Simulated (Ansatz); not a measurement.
Ga3Se: energy along a strain

Ga3Se, Pm-3m, a = 4.324 Å. The structure is a Materials Project entry; whether it is the stable form wasn't checked. Ansatz: PBE+D3(BJ), PAW, 420 eV, Γ-centred 12×12×12 mesh on 4 atoms, Gaussian smearing 0.15 eV; no spin polarisation. Cell vectors (Å): 4.324 0.000 0.000; 0.000 4.324 0.000; 0.000 0.000 4.324. The cell is strained by x per cent times the pattern (0 0 0 0 0 1) in the order xx yy zz yz xz xy (engineering shears), with fractional coordinates held. y is the free energy over the start, V0 = 20.206 Å³/atom. Symmetry makes y even in x.

```
x (%) y (meV/atom)
-6.00          1.70
-3.00             ?
 0.00          0.00
 1.50          0.04
 4.50          0.77
 5.25          1.18
```

Task: Fit y = c2 x² + c4 x⁴ to the other rows, get the stiffness along the pattern, and predict the missing energy.

Result: Least squares on the rows shown. y = 0.02628 x² + 0.0005857 x⁴. The clamped-ion stiffness p·C·p = 2 × 0.2628 eV × 160.2 / 20.206 Å³ = 4.2 GPa, which is C66 in these axes (C44 of the cubic crystal). With a term in x⁶ added, the coefficient of x² becomes 0.01692, 36 % less, which shows how far this figure hangs on the form. At x = -3.00 the fit asked for gives 0.28 meV/atom. The run gave 0.25 meV/atom, so the fit is 0.03 meV/atom too high, a small miss on the scale of the series.

Spin polarisation was left out, and a magnetic state may lie lower.